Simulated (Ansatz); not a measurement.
# WS2 with iodine replacing S, one structure, two calculations

Cell: a supercell of WS2 (space group P6_3/mmc) built from a COD entry, with the ions relaxed around the defect (PBE).

```
W I S
1.0
     6.36000    0.00000    0.00000
    -4.77000    8.26188    0.00000
     0.00000    0.00000   12.50000
W I S
12 1 23
Direct
  0.16671 0.22224 0.24765
  0.16619 0.55578 0.24742
  0.16633 0.88838 0.24738
  0.66724 0.22297 0.24707
  0.66756 0.55581 0.24747
  0.66615 0.88820 0.24741
  0.33570 0.10819 0.75399
  0.33739 0.44977 0.75361
  0.33252 0.77729 0.75608
  0.82635 0.10791 0.75386
  0.83282 0.44392 0.75476
  0.83492 0.77936 0.75541
  0.16678 0.22235 0.59421
  0.16576 0.55892 0.62930
  0.16642 0.88521 0.62940
  0.66668 0.22232 0.62878
  0.67333 0.56002 0.62919
  0.66085 0.88451 0.62928
  0.33306 0.11118 0.12212
  0.33339 0.44441 0.12228
  0.33317 0.77761 0.12194
  0.83367 0.11107 0.12216
  0.83351 0.44473 0.12175
  0.83337 0.77771 0.12197
  0.16697 0.22271 0.87466
  0.16625 0.55434 0.88098
  0.16786 0.89006 0.88159
  0.66555 0.22068 0.88047
  0.66636 0.55590 0.88045
  0.66699 0.88976 0.88147
  0.33456 0.11045 0.37214
  0.33453 0.44602 0.37228
  0.33302 0.77755 0.37307
  0.83109 0.11035 0.37213
  0.83351 0.44464 0.37316
  0.83345 0.77769 0.37313
```

Atom numbers follow the list; atoms alike are taken as one site, whose name carries the number of the first.

First run. All values are calculated (Ansatz; DFT, PBE, plane waves and PAW, scalar-relativistic, 420 eV cutoff, Γ-centred 4×3×2 k-points, Fermi–Dirac smearing 0.01 eV, cell charge +1), not measured.

| site | atom | V_zz (10²¹ V/m²) | η |
| --- | --- | --- | --- |
| W5 | 5 | -17.45 | 0.01 |
| W6 | 6 | -17.55 | 0.01 |
| W7 | 7 | -19.51 | 0.68 |
| W9 | 9 | -18.28 | 0.01 |
| W10 | 10 | -19.38 | 0.68 |
| W11 | 11 | -18.29 | 0.02 |
| W12 | 12 | -18.17 | 0.05 |
| I | 13 | 11.56 | 0.05 |
| S26 | 26 | -4.74 | 0.34 |
| S28 | 28 | -4.95 | 0.31 |
| S31 | 31 | -3.99 | 0.04 |
| S32 | 32 | -4.00 | 0.05 |
| S34 | 34 | -4.00 | 0.04 |
| S35 | 35 | -4.39 | 0.04 |

Second run. The same atoms and settings, except that the functional is r2SCAN and the cutoff is 500 eV.

Problem. Given the first result, estimate the second.

Solution. 

| site | atom | V_zz | η | change of V_zz |
| --- | --- | --- | --- | --- |
| W5 | 5 | -17.36 | 0.01 | +0.09 |
| W6 | 6 | -17.45 | 0.01 | +0.10 |
| W7 | 7 | -19.60 | 0.69 | -0.09 |
| W9 | 9 | -18.23 | 0.01 | +0.05 |
| W10 | 10 | -19.46 | 0.68 | -0.08 |
| W11 | 11 | -18.11 | 0.02 | +0.18 |
| W12 | 12 | -18.04 | 0.05 | +0.13 |
| I | 13 | 11.18 | 0.05 | -0.38 |
| S26 | 26 | -4.82 | 0.33 | -0.08 |
| S28 | 28 | -5.04 | 0.29 | -0.09 |
| S31 | 31 | -4.10 | 0.03 | -0.11 |
| S32 | 32 | -4.11 | 0.05 | -0.11 |
| S34 | 34 | -4.10 | 0.03 | -0.10 |
| S35 | 35 | -4.42 | 0.04 | -0.03 |

The largest change of V_zz is on I, from 11.56 to 11.18. In per cent, |V_zz| changes by -1 to 0 on W, -3 on I, +1 to +3 on S (all sites that start above 0.5). The table leaves out 22 of the 36 sites, with |V_zz| up to 19.29; their tensors move by 0.12 at most along any direction. The statements above cover all sites.

The defect repeats with the cell of 36 atoms, so it feels its images: sites between two images don't show the values beside a lone defect, and zeros or small values of η there can come from the images' arrangement. S and W carry a gradient in the pure host already, so the values there aren't the defect's effect alone. A uniform background compensates the cell's charge. Without spin–orbit coupling the gradients at and beside I and W can be off by some per cent, at some sites by more.
For the second run: With these PAW files V_zz is typically within 2 to 3 % of all-electron values, but misses above 10 % occur on I.
